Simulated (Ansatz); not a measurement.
MgMo: frozen-core PAW against all-electron methods

```yaml
crystal:
  lattice:
    - [1.40785, -0.81282, 4.87623]
    - [0.00000, 1.62565, 4.87623]
    - [-1.40785, -0.81282, 4.87623]
  atoms:
    - { symbol: Mg, position: [0.00000, 0.00000, 0.00000] }
    - { symbol: Mo, position: [0.50000, 0.50000, 0.50000] }
```

Atoms are numbered in the order listed.

The structure comes from a relaxation in the same program, started in the L11 type, and has space group R-3m. Whether it is a known phase or the ground state wasn't checked.

All numbers are computed: DFT, PBEsol, PAW with Ansatz's default frozen-core files, scalar-relativistic (Ansatz 0.2.0); DFT, PBEsol, all-electron LAPW, scalar-relativistic (Ansatz 0.2.0).

For PAW: a Γ-centred 4×4×4 k mesh, Fermi–Dirac smearing of 0.03 eV, cutoff 420 eV, no spin polarisation; the PAW files were made with PBE, and the program remakes their frozen cores for this functional; the mesh is coarse along some axis. LAPW targets a basis error of 0.25 meV/atom. The Ansatz runs share mesh, smearing and spin set-up. Plane-wave (PAW) pressures include the program's estimate of the Pulay term.

Stress and pressure are positive in compression.

PAW results:

```csv
quantity,PAW
pressure (GPa),1.41
stress xx (GPa),3.33
stress zz (GPa),-2.43
```

(1) What does all-electron LAPW give for the same quantities?

Answers

(1) 
```
       quantity   LAPW
 pressure (GPa)   1.40
stress xx (GPa)   3.31
stress zz (GPa)  -2.43
```
